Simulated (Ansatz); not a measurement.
**Cs$_{2}$InBiF$_{6}$: a fit and a missing row**

Cs$_{2}$InBiF$_{6}$, Fm-3m, a = 9.700 Å. The structure is a Materials Project entry; whether it is the stable form wasn't checked. Ansatz: r2SCAN, PAW, 500 eV, Γ-centred 6×6×6 mesh on 10 atoms, Gaussian smearing 0.02 eV; no spin polarisation. Shape and atoms are relaxed at each volume; pressure is positive in compression.

| V (Å³/atom) | P (GPa) |
| --- | --- |
| 21.450 | 2.39 |
| 22.135 | 1.08 |
| 22.819 | 0.01 |
| 23.504 | -0.87 |
| 24.189 | ? |

Problem. Take V0 = 22.819 Å³/atom, count pressures from its P0 = 0.01 GPa, fit the third-order Birch–Murnaghan form to the other rows, and predict the missing pressure.

Solution. With the Eulerian strain f = ½[(V0/V)^(2/3) − 1] and y = (P − P0)/[3f(1 + 2f)^(5/2)], the form is the line y = B0 + 1.5 B0 (B0′ − 4) f. Rows (f, y): 0.02105, 34.0; 0.01025, 33.1; -0.00976, 31.6. Means f = 0.007180, y = 32.900; Σ(Δf)² = 0.0004888, ΣΔfΔy = 0.03789; the slope is their ratio. y = 32.34 + 77.53 f GPa, so B0 = 32.3 GPa and B0′ = 4 + 2 × (77.53)/(3 × 32.34) = 5.60. At V = 24.189, f = -0.01906, y = 30.86 and P = -1.59 GPa. The run gave -1.59 GPa, the same to the digits shown. The form still works here, 33 % of the fitted range beyond its end.

Spin–orbit coupling is left out, which can shift energies with elements as heavy as these.

Cost: 5 runs of about 16 core-minutes in all, on AMD EPYC (Zen 3) (shared hosts).